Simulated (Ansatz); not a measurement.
# Data sheet: Al3GaN4 (DFT)

Al3GaN4:
```yaml
crystal:
  lattice:
    - [3.13003, 0.00000, 0.00000]
    - [-1.56502, 2.71069, 0.00000]
    - [0.00000, 0.00000, 10.08187]
  atoms:
    - { symbol: Ga, position: [0.33333, 0.66667, 0.00566] }
    - { symbol: N, position: [0.33333, 0.66667, 0.20052] }
    - { symbol: Al, position: [0.66667, 0.33333, 0.25788] }
    - { symbol: N, position: [0.66667, 0.33333, 0.44644] }
    - { symbol: Al, position: [0.33333, 0.66667, 0.50476] }
    - { symbol: N, position: [0.33333, 0.66667, 0.69320] }
    - { symbol: Al, position: [0.66667, 0.33333, 0.75127] }
    - { symbol: N, position: [0.66667, 0.33333, 0.93981] }
```

Space group P3m1 (No. 156); conventional cell a = 3.130 Å, b = 3.130 Å, c = 10.082 Å, α = 90.00°, β = 90.00°, γ = 120.00°.

Method: PBEsol in the plane-wave PAW code Ansatz. The cell and atoms are relaxed at this level. Other levels are named where they apply.

Cell and energy:

```
Quantity                                                      Result
-----------------------------------------------------  -------------
Volume per atom                                             10.69 Å³
Density                                                   4.01 g/cm³
Formation energy from the elements (no fitted shifts)  -1.24 eV/atom
```

Electronic structure:

```
Property                                                                        Result
------------------------------------------------  ------------------------------------
Band gap                                                              3.28 eV (direct)
Valence-band maximum                                                              at Γ
Conduction-band minimum                                                           at Γ
Electron effective mass                                            0.27 mₑ (isotropic)
Electron effective mass with spin–orbit coupling                   0.27 mₑ (isotropic)
Hole effective mass, band 1 of 2 at the edge              1.7 along x, 17 along z (mₑ)
Hole effective mass, band 2 of 2 at the edge             0.27 along x, 17 along z (mₑ)
Hole effective mass with spin–orbit coupling      0.51, 0.51, 17 mₑ (principal values)
HSE06 gap on the PBEsol cell                                                   4.67 eV
Gap with spin–orbit coupling                                                   3.27 eV
```

Mechanics:

```
Quantity                                                                                                                Result
-----------------------------------------------------------  -----------------------------------------------------------------
Bulk modulus (Birch–Murnaghan fit)                                                                                     198 GPa
Pressure derivative B′                                                                                                     4.0
Elastic constants (relaxed ions, GPa)                        C11 = 370, C12 = 134, C13 = 102, C14 = -1.3, C33 = 368, C44 = 104
Mechanical stability                                                                    stable (all eigenvalues of C positive)
Hill bulk and shear moduli                                                                                     198 and 116 GPa
Young's modulus                                                                                                        290 GPa
Poisson's ratio                                                                                                           0.26
Debye temperature from the elastic constants                                                                             806 K
Piezoelectric stress constants (proper, relaxed ions, C/m²)                   e15 = e24 = -0.34, e31 = e32 = -0.59, e33 = 1.36
```

Dielectric response:

```
Quantity                                                                                           Result
--------------------------------------------------------  -----------------------------------------------
Electronic dielectric constant ε∞ (DFPT)                                        4.79 (xx = yy), 4.99 (zz)
Static dielectric constant ε0 (ions relaxed, cell fixed)                        8.64 (xx = yy), 10.0 (zz)
Born charges (a third of the trace)                       Ga +2.56, N -2.63 to -2.52, Al +2.54 to +2.65 e
Largest static χ(2) component                                                                    5.8 pm/V
```

Phonons:

```
Quantity                                                                  Result
--------------------------------------------------  ----------------------------
Highest zone-centre frequency (without LO–TO term)                      806 cm⁻¹
Zone-centre stability                                     no imaginary mode at Γ
Dynamical stability on the path                     stable (no imaginary branch)
Zero-point energy                                                  90.8 meV/atom
Vibrational entropy at 300 K                             12.1 J/(K·mol of atoms)
```

The start of the workflow was typed in or built on a structure type; neither database checked (COD, Materials Project) lists it. Its standing as an ambient phase is unchecked. The cell was relaxed with PBEsol under the symmetry of its start. Signs of piezoelectric constants follow the polarity of the cell as given. The references are the lowest solids computed at this level, not always the standard phases (solids in place of the gases). Scalar-relativistic: spin–orbit coupling is off unless named, which matters more the heavier the elements.

Potentials: the earlier of the program's two PAW sets. The files were generated under PBE; for other functionals the program regenerates the frozen cores, and for LDA and PBEsol the local potential too.
